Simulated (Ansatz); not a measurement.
C:
```yaml
crystal:
  lattice:
    - [0.00000, 1.78012, 1.78012]
    - [1.78012, 0.00000, 1.78012]
    - [1.78012, 1.78012, 0.00000]
  atoms:
    - { symbol: C, position: [0.75000, 0.75000, 0.75000] }
    - { symbol: C, position: [0.50000, 0.50000, 0.50000] }
```

Relaxed with r²SCAN. Special points in fractions of this cell's reciprocal vectors: Γ (0.000, 0.000, 0.000); X (0.500, 0.000, 0.500); U (0.625, 0.250, 0.625); K (0.375, 0.375, 0.750); L (0.500, 0.500, 0.500); W (0.500, 0.250, 0.750).

Task: List the band energies nearest the valence-band maximum at these points for r²SCAN in the plane-wave PAW code Ansatz.

Result: In eV from the valence-band maximum; about four levels below and three above (degenerate sets whole), none deeper than 8.9 eV; … stands for higher levels left out; points with the same levels are listed once.

| k | below | above |
|---|---|---|
| Γ | 0.00 0.00 0.00 | … |
| X | -6.68 -6.68 | 5.03 5.03 … |
| U | -5.69 | 6.00 11.37 … |
| L | -2.98 -2.98 | 8.94 8.94 … |
| W | -8.75 -8.75 | 11.30 11.30 … |

Space group Fd-3m (diamond). The r²SCAN relaxation kept the symmetry of its start.

Potentials: the later of the program's two PAW sets.
